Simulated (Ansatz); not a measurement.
A geometry of Li away from equilibrium: step 2 of the relaxation of a generated cell, Li built in the AFLOW prototype A_oP8_62_2c (A_c). Computed with r2SCAN (plane waves to 500 eV, PAW, scalar-relativistic; Ansatz, a program for electronic structure). Γ-centred k-mesh 5×7×7 on the run's cell (coarser than for final values), Fermi–Dirac smearing 0.05 eV.

```xyz
8
Lattice="6.7722 0.0000 0.0000 0.0000 4.9281 0.0000 0.0000 0.0000 5.0332" Properties=species:S:1:pos:R:3:forces:R:3 pbc="T T T" free_energy=-1640.621 pressure_GPa=0.2
Li     3.2483     1.2320     1.4583    0.1805    0.0000   -0.1380
Li     6.6344     1.2320     1.0583    0.1805    0.0000    0.1380
Li     3.5239     3.6960     3.5749   -0.1805    0.0000    0.1380
Li     0.1378     3.6960     3.9749   -0.1805    0.0000   -0.1380
Li     1.3276     1.2320     3.4764    0.1875    0.0000    0.2494
Li     4.7136     1.2320     4.0734    0.1875    0.0000   -0.2494
Li     5.4446     3.6960     1.5568   -0.1875    0.0000   -0.2494
Li     2.0585     3.6960     0.9598   -0.1875    0.0000    0.2494
```

Positions in Å, forces in eV/Å, free energy of the cell in eV (comparable only within this code, potentials and settings). Largest force: 0.31 eV/Å, on Li5, Li6, Li7, Li8 (atoms numbered as listed); the geometry lies 0.06 eV/atom above the end of its relaxation.

No spin polarisation in the result.

The run could not lose the symmetry of its start.
